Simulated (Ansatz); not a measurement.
**Property card for Rb2ScInCl6**

Rb2ScInCl6:
```yaml
crystal:
  lattice:
    - [0.00000, 5.46592, 5.46592]
    - [5.46592, 0.00000, 5.46592]
    - [5.46592, 5.46592, 0.00000]
  atoms:
    - { symbol: Rb, position: [0.75000, 0.75000, 0.75000] }
    - { symbol: Rb, position: [0.25000, 0.25000, 0.25000] }
    - { symbol: Sc, position: [0.00000, 0.00000, 0.00000] }
    - { symbol: In, position: [0.50000, 0.50000, 0.50000] }
    - { symbol: Cl, position: [0.77268, 0.22732, 0.22732] }
    - { symbol: Cl, position: [0.22732, 0.77268, 0.77268] }
    - { symbol: Cl, position: [0.22732, 0.77268, 0.22732] }
    - { symbol: Cl, position: [0.77268, 0.22732, 0.77268] }
    - { symbol: Cl, position: [0.22732, 0.22732, 0.77268] }
    - { symbol: Cl, position: [0.77268, 0.77268, 0.22732] }
```

Space group Fm-3m (No. 225); conventional cell a = 10.932 Å, b = 10.932 Å, c = 10.932 Å, α = 90.00°, β = 90.00°, γ = 90.00°.

Method: DFT-r²SCAN in the program Ansatz with PAW potentials. Structure relaxed to zero pressure with the same functional. Other levels are named where they apply.

Cell and energy:

```
Quantity                                                      Result
-----------------------------------------------------  -------------
Volume per atom                                             32.66 Å³
Density                                                   2.76 g/cm³
Formation energy from the elements (no fitted shifts)  -2.01 eV/atom
```

Electronic structure:

```
Property                                                                        Value
------------------------------------------------  -----------------------------------
Band gap                                                             2.63 eV (direct)
Valence-band maximum                                                             at L
Conduction-band minimum                                   at L (4 equivalent valleys)
Electron effective mass                           1.3, 1.3, 3.7 mₑ (principal values)
Electron effective mass with spin–orbit coupling  1.3, 1.3, 3.6 mₑ (principal values)
Hole effective mass                                               0.62 mₑ (isotropic)
Hole effective mass with spin–orbit coupling                      0.62 mₑ (isotropic)
HSE06 gap on the r²SCAN cell                                                  3.47 eV
Gap with spin–orbit coupling                                                  2.62 eV
```

Mechanics:

```
Quantity                               Value
----------------------------------  --------
Bulk modulus (Birch–Murnaghan fit)  20.4 GPa
Pressure derivative B′                   5.4
```

Charges:

```
Quantity                                         Result
-------------  ----------------------------------------
Bader charges  Rb +0.92, Sc +2.00, In +0.83, Cl -0.78 e
```

The workflow started from a Materials Project entry (that database holds measured and hypothetical structures alike); the Crystallography Open Database copy checked does not list it. Its standing as an ambient phase is unchecked. Symmetry was held in the r²SCAN relaxation; its stability against distortions is not shown here. No spin polarisation was allowed. The references are the lowest solids computed at this level, not always the standard phases (solids in place of the gases). Scalar-relativistic: spin–orbit coupling is off unless named, which matters more the heavier the elements.

Potentials: the later of the program's two PAW sets.
